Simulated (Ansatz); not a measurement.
**Si$_{2}$W, first-principles data**

Si₂W:
```xyz
9
Lattice="4.5797 0.0000 0.0000 -2.2899 3.9661 0.0000 0.0000 0.0000 6.6088" Properties=species:S:1:pos:R:3 pbc="T T T"
Si     2.2899     2.6686     3.3044
Si    -1.1662     3.3174     5.5074
Si     1.1237     0.6488     1.1015
Si     0.0000     1.2975     3.3044
Si     3.4560     0.6488     5.5074
Si     1.1662     3.3174     1.1015
W     -1.1449     1.9831     1.1015
W      2.2899     0.0000     3.3044
W      1.1449     1.9831     5.5074
```

Space group P6_222 (No. 180); conventional cell a = 4.580 Å, b = 4.580 Å, c = 6.609 Å, α = 90.00°, β = 90.00°, γ = 120.00°.

Method: r²SCAN in the plane-wave PAW code Ansatz. Geometry: relaxed at this level of theory. Other levels are named where they apply.

### Cell and energy

```
Quantity                                                            Result
-----------------------------------------------------  -------------------
Volume per atom                                                   13.34 Å³
Density                                                         9.96 g/cm³
Formation energy from the elements (no fitted shifts)  -23 kJ/mol of atoms
```

### Electronic structure

```
Item                                                                                               Value
--------------------------------------------------------------  ----------------------------------------
Band gap                                                                              0.12 eV (indirect)
Valence-band maximum                                                                                at L
Conduction-band minimum                                                      at M (3 equivalent valleys)
Smallest direct gap on the standard path                                                         0.83 eV
Electron effective mass                                           0.32, 0.32, 0.46 mₑ (principal values)
Weight of the conduction-edge state by species (Voronoi cells)                           W 52 %, Si 48 %
Hole effective mass                                               0.38, 0.45, 0.57 mₑ (principal values)
Weight of the valence-edge state by species (Voronoi cells)                              W 67 %, Si 33 %
HSE06 gap on the r²SCAN cell                                                                     0.44 eV
Gap with spin–orbit coupling                                    0.10 eV (the band order may be inverted)
```

### Mechanics

```
Item                                                                                           Value
--------------------------------------------  ------------------------------------------------------
Bulk modulus (Birch–Murnaghan fit)                                                           237 GPa
Pressure derivative B′                                                                           4.4
Elastic constants (relaxed ions, GPa)         C11 = 465, C12 = 81.9, C13 = 150, C33 = 447, C44 = 156
Mechanical stability                                          stable (all eigenvalues of C positive)
Hill bulk and shear moduli                                                           238 and 165 GPa
Young's modulus                                                                              403 GPa
Poisson's ratio                                                                                 0.22
Debye temperature from the elastic constants                                                   566 K
```

### Dielectric response

```
Property                                                                      Value
--------------------------------------------------------  -------------------------
Electronic dielectric constant ε∞ (DFPT)                  26.4 (xx = yy), 25.5 (zz)
Static dielectric constant ε0 (ions relaxed, cell fixed)  52.3 (xx = yy), 48.0 (zz)
Born charges (a third of the trace)                             Si +3.97, W -7.95 e
```

### Phonons

```
Item                                                                      Result
--------------------------------------------------  ----------------------------
Highest zone-centre frequency (without LO–TO term)                      422 cm⁻¹
Zone-centre stability                                     no imaginary mode at Γ
Dynamical stability on the path                     stable (no imaginary branch)
Zero-point energy                                                  51.6 meV/atom
Vibrational entropy at 300 K                             22.0 J/(K·mol of atoms)
```

### Charges

```
Item                         Value
-------------  -------------------
Bader charges  Si -0.06, W +0.13 e
```

The workflow started from a Materials Project entry (that database holds measured and hypothetical structures alike); the Crystallography Open Database copy checked does not list it. It is not the phase usual at ambient conditions (space group No. 139). The cell was relaxed with r²SCAN under the symmetry of its start. The run is not spin-polarised. The references are the lowest solids computed at this level, not always the standard phases. Scalar-relativistic: spin–orbit coupling is off unless named, which matters more the heavier the elements.

Potentials: the later of the program's two PAW sets.
